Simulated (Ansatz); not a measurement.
Geometry optimisation in Ansatz: input, command and trajectory.

```yaml
crystal:
  lattice:
    - [-5.0177002887, 5.0308518783, -1.6420214539]
    - [-4.9302706418, -1.5920361931, 4.9185187201]
    - [1.5902489206, 4.9473171175, 4.9224136062]
  atoms:
    - { symbol: Al, position: [0.7993973914, 0.306245458, 0.2963090724] }
    - { symbol: Ti, position: [0.389789466, 0.3894348535, 0.3886920472] }
    - { symbol: Ti, position: [0.8894964408, 0.4057063466, 0.8733982567] }
    - { symbol: Ti, position: [0.4007154435, 0.8973718521, 0.8967768958] }
    - { symbol: Mo, position: [0.2189947988, 0.1939963689, 0.1956171115] }
    - { symbol: Mo, position: [0.9905340812, 0.4930101445, 0.5009749839] }
    - { symbol: Hf, position: [0.0045114238, 0.0347996398, 0.0192185217] }
    - { symbol: Hf, position: [0.1001831563, 0.5901286243, 0.1103549425] }
    - { symbol: Hf, position: [0.1057568385, 0.1111682774, 0.5955782287] }
    - { symbol: Hf, position: [0.8947071121, 0.882674306, 0.4023022469] }
    - { symbol: Hf, position: [0.6049591804, 0.5920509224, 0.5938437745] }
    - { symbol: Hf, position: [0.2033282497, 0.6778649819, 0.6804532651] }
    - { symbol: Hf, position: [0.8023114194, 0.8095344756, 0.8180210037] }
    - { symbol: W, position: [0.5069385109, 0.495896902, 0.005980746] }
    - { symbol: W, position: [0.5970087856, 0.1050656908, 0.104689958] }
    - { symbol: W, position: [0.6737783141, 0.7068520799, 0.1935779606] }
    - { symbol: W, position: [0.3126607176, 0.8127029511, 0.2902610028] }
    - { symbol: W, position: [0.5055900169, 0.0080193158, 0.4981375437] }
    - { symbol: W, position: [0.680743317, 0.1924382862, 0.708291843] }
    - { symbol: W, position: [0.3128613542, 0.290970692, 0.8142439956] }
  symmetry: { detect: false }
basis:
  ecutwfc: 420
kpoints:
  mp_grid: { grid: [3, 3, 3] }
hamiltonian:
  xc: pbe
scf:
  occupations: { method: gaussian, width: 0.1 }
  lower_state_search: "off"
output:
  forces: true
  stress: true
  eigenvalues: true
relax:
  adjacent_minimum: "off"
  f_tol: 0.04
  max_steps: 25
  cell: { stress_tol: 0.3 }
```

```bash
ansatz run input.yaml --threads 4 --pin off --max-ram 9216MiB --backend cpu --events-out ev --progress --plain --runs-dir out
```

All numbers below come from DFT PBE, scalar-relativistic, plane waves, PAW in Ansatz.

Of 6 frames 5 are shown, positions in Å and forces in eV/Å; the SCF threshold varies from step to step. Steps run on the plane waves of an earlier cell, with a Pulay correction in the pressure. The basis is chosen afresh for the last frame, the zero of the energies, and at times for earlier ones too; energy and pressure can step there, also at an unchanged geometry. Where two frames share a geometry here, they differ by under 2 meV/atom and 0.3 GPa. The mark taken_back stands on steps that the optimiser undid.

```xyz
20
Lattice="-5.0177 5.0309 -1.6420 -4.9303 -1.5920 4.9185 1.5902 4.9473 4.9224" Properties=species:S:1:pos:R:3:forces:R:3 pbc="T T T" step=1 free_energy_over_end_meV_per_atom=2.69 pressure_GPa=0.53
Al   -5.0498    5.0000    1.6522    0.0281   -0.0154    0.1204
Ti   -3.2577    3.2640    3.1887    0.0824   -0.0838    0.1699
Ti   -5.0745    8.1500    4.8341   -0.0578   -0.1085   -0.1458
Ti   -5.0089    5.0239    8.1701   -0.0180    0.0209   -0.0253
Mo   -1.7442    1.7607    1.5575   -0.1808    0.1566   -0.0103
Mo   -6.6042    6.6768    3.2644   -0.1383    0.1490   -0.0359
Hf   -0.1636    0.0624    0.2584    0.0857   -0.0621   -0.1978
Hf   -3.2367    0.1105    3.2813   -0.0140   -0.0969    0.0394
Hf   -0.1316    3.3016    3.3048    0.0332    0.0043    0.0148
Hf   -8.2014    5.0862    4.8526    0.1358    0.0657   -0.1355
Hf   -5.0101    5.0388    4.8418   -0.0380    0.0477   -0.1464
Hf   -3.2802    3.3101    6.3497   -0.0266   -0.0356    0.0287
Hf   -6.7161    6.7945    6.6909    0.0935   -0.0355    0.1951
W    -4.9791    1.7904    1.6361   -0.0324    0.0271   -0.0200
W    -3.3471    3.3541    0.0518    0.0446   -0.0841   -0.1541
W    -6.5580    3.2220    3.3232   -0.1374   -0.0679    0.0618
W    -5.1141    1.7151    4.9127   -0.0384   -0.1017    0.0666
W    -1.7843    4.9952    1.6613   -0.0531    0.0194   -0.0104
W    -3.2382    6.6225    3.3152    0.1126    0.1173    0.0871
W    -1.7096    5.1390    4.9255    0.1188    0.0835    0.0975
20
Lattice="-5.0067 5.0038 -1.7312 -4.9134 -1.6573 4.9408 1.6695 4.9275 4.9575" Properties=species:S:1:pos:R:3:forces:R:3 pbc="T T T" step=2 free_energy_over_end_meV_per_atom=6.26 pressure_GPa=-0.86 taken_back
Al   -4.9958    4.9402    1.6398    0.1200   -0.0168   -0.2024
Ti   -3.2190    3.2115    3.2344    0.1174   -0.0577   -0.2095
Ti   -5.0068    8.0611    4.7390   -0.0412    0.0932    0.0871
Ti   -4.9136    4.9237    8.1769    0.0496   -0.0282    0.0259
Mo   -1.7503    1.7520    1.5611    0.1166   -0.1388   -0.0816
Mo   -6.5910    6.6566    3.1595    0.1132   -0.1780    0.0898
Hf   -0.1385    0.0462    0.2220   -0.0876    0.1785    0.2941
Hf   -3.2187    0.0357    3.2897   -0.0579    0.1857   -0.1233
Hf   -0.0750    3.2797    3.3061   -0.0913    0.0363    0.0014
Hf   -8.1013    5.0201    4.7584   -0.2107    0.0146    0.2456
Hf   -4.9770    5.0129    4.7517    0.2527   -0.2206    0.3599
Hf   -3.2513    3.2607    6.3682    0.0914    0.0121    0.0908
Hf   -6.5817    6.6909    6.7165   -0.1592   -0.0671   -0.5460
W    -4.9728    1.7652    1.5992   -0.0559   -0.2359    0.0580
W    -3.3175    3.3081   -0.0112   -0.1654    0.1853    0.2359
W    -6.5423    3.1258    3.3298    0.0576    0.1645   -0.2552
W    -5.0990    1.6066    4.9337    0.3092    0.2730    0.0390
W    -1.7663    4.9649    1.6302    0.2195    0.1776    0.0745
W    -3.1169    6.6026    3.3230   -0.2665   -0.0116   -0.1713
W    -1.6008    5.1174    4.9693   -0.3118   -0.3656   -0.0128
20
Lattice="-5.0093 5.0164 -1.6840 -4.9225 -1.6269 4.9247 1.6309 4.9390 4.9342" Properties=species:S:1:pos:R:3:forces:R:3 pbc="T T T" step=3 free_energy_over_end_meV_per_atom=0.18 pressure_GPa=-0.15
Al   -5.0117    4.9681    1.6438    0.0232   -0.0057   -0.0194
Ti   -3.2243    3.2279    3.2047    0.0209   -0.0286    0.0042
Ti   -5.0414    8.1067    4.7776   -0.0363   -0.0308   -0.0225
Ti   -4.9604    4.9765    8.1753    0.0067    0.0066   -0.0615
Mo   -1.7493    1.7585    1.5455   -0.0440    0.0473    0.0360
Mo   -6.5943    6.6587    3.2153    0.0175    0.0054   -0.0045
Hf   -0.1504    0.0570    0.2373    0.0071    0.0220    0.0296
Hf   -3.2287    0.0775    3.2784   -0.0162    0.0039    0.0072
Hf   -0.1093    3.2903    3.3043    0.0092    0.0235    0.0137
Hf   -8.1545    5.0525    4.8044    0.0148    0.0187   -0.0049
Hf   -4.9783    5.0105    4.7954   -0.0020   -0.0081    0.0657
Hf   -3.2604    3.2801    6.3678   -0.0047    0.0099    0.0103
Hf   -6.6443    6.7331    6.6833   -0.0109   -0.0150   -0.0365
W    -4.9802    1.7704    1.6168    0.0000   -0.0416    0.0178
W    -3.3362    3.3381    0.0221    0.0306   -0.0371   -0.0493
W    -6.5541    3.1757    3.3143   -0.0284    0.0264    0.0044
W    -5.0977    1.6732    4.9201    0.0248    0.0063   -0.0008
W    -1.7677    4.9919    1.6492    0.0381    0.0028    0.0009
W    -3.1812    6.6193    3.3141   -0.0276    0.0333   -0.0040
W    -1.6659    5.1195    4.9441   -0.0225   -0.0391    0.0135
20
Lattice="-5.0054 5.0131 -1.6860 -4.9199 -1.6305 4.9207 1.6340 4.9368 4.9298" Properties=species:S:1:pos:R:3:forces:R:3 pbc="T T T" step=4 free_energy_over_end_meV_per_atom=0.06 pressure_GPa=0.06
Al   -4.9994    4.9593    1.6365    0.0124   -0.0077   -0.0031
Ti   -3.2189    3.2221    3.2068    0.0106   -0.0120   -0.0272
Ti   -5.0395    8.0974    4.7675   -0.0072    0.0001   -0.0122
Ti   -4.9524    4.9685    8.1577    0.0009    0.0063   -0.0003
Mo   -1.7528    1.7631    1.5489    0.0031   -0.0044   -0.0141
Mo   -6.5847    6.6518    3.2057    0.0026    0.0067    0.0175
Hf   -0.1515    0.0616    0.2429   -0.0031    0.0106    0.0190
Hf   -3.2280    0.0735    3.2767   -0.0069    0.0086   -0.0041
Hf   -0.1036    3.2927    3.3036   -0.0095    0.0077   -0.0031
Hf   -8.1445    5.0501    4.7967   -0.0099   -0.0076   -0.0036
Hf   -4.9736    5.0047    4.7950    0.0171   -0.0235    0.0207
Hf   -3.2554    3.2745    6.3628    0.0003    0.0159   -0.0042
Hf   -6.6386    6.7260    6.6744   -0.0053   -0.0058   -0.0258
W    -4.9761    1.7652    1.6150   -0.0205   -0.0330   -0.0010
W    -3.3293    3.3296    0.0100   -0.0259    0.0326    0.0373
W    -6.5515    3.1731    3.3088   -0.0070   -0.0072   -0.0023
W    -5.0942    1.6686    4.9148    0.0366    0.0200    0.0005
W    -1.7633    4.9872    1.6454    0.0258    0.0287    0.0035
W    -3.1797    6.6162    3.3083    0.0112    0.0144    0.0002
W    -1.6627    5.1157    4.9407   -0.0253   -0.0502    0.0022
20
Lattice="-5.0049 5.0134 -1.6880 -4.9218 -1.6347 4.9210 1.6374 4.9386 4.9292" Properties=species:S:1:pos:R:3:forces:R:3 pbc="T T T" step=6 free_energy_over_end_meV_per_atom=0.00 pressure_GPa=-0.08
Al   -4.9942    4.9557    1.6374   -0.0134    0.0064   -0.0069
Ti   -3.2155    3.2188    3.2020    0.0030   -0.0091   -0.0040
Ti   -5.0416    8.0967    4.7608    0.0042    0.0026    0.0086
Ti   -4.9511    4.9686    8.1596   -0.0015    0.0037   -0.0092
Mo   -1.7540    1.7645    1.5495   -0.0022    0.0053   -0.0322
Mo   -6.5816    6.6505    3.2033   -0.0120   -0.0049    0.0110
Hf   -0.1521    0.0620    0.2469   -0.0111    0.0079    0.0080
Hf   -3.2305    0.0714    3.2772    0.0118    0.0023   -0.0026
Hf   -0.1022    3.2970    3.3032    0.0059   -0.0135   -0.0048
Hf   -8.1460    5.0472    4.7945    0.0140    0.0075   -0.0050
Hf   -4.9710    5.0008    4.7939   -0.0036    0.0020   -0.0076
Hf   -3.2551    3.2750    6.3619    0.0007    0.0004    0.0099
Hf   -6.6392    6.7249    6.6685    0.0105   -0.0109    0.0120
W    -4.9794    1.7579    1.6134    0.0003   -0.0007    0.0071
W    -3.3298    3.3315    0.0108    0.0054   -0.0089   -0.0006
W    -6.5537    3.1677    3.3083    0.0075    0.0026   -0.0005
W    -5.0894    1.6699    4.9134   -0.0252   -0.0093    0.0080
W    -1.7570    4.9923    1.6441    0.0033   -0.0011    0.0090
W    -3.1740    6.6198    3.3091   -0.0043   -0.0018   -0.0086
W    -1.6645    5.1100    4.9394    0.0067    0.0196    0.0084
```

It took 5.7 min on 4 threads of Arm Neoverse V1 (shared host), peak memory 2.2 GiB.

The k mesh is coarse. Spin–orbit coupling is left out, which can shift energies with elements as heavy as these. Spin polarisation was left out, and a magnetic state may lie lower.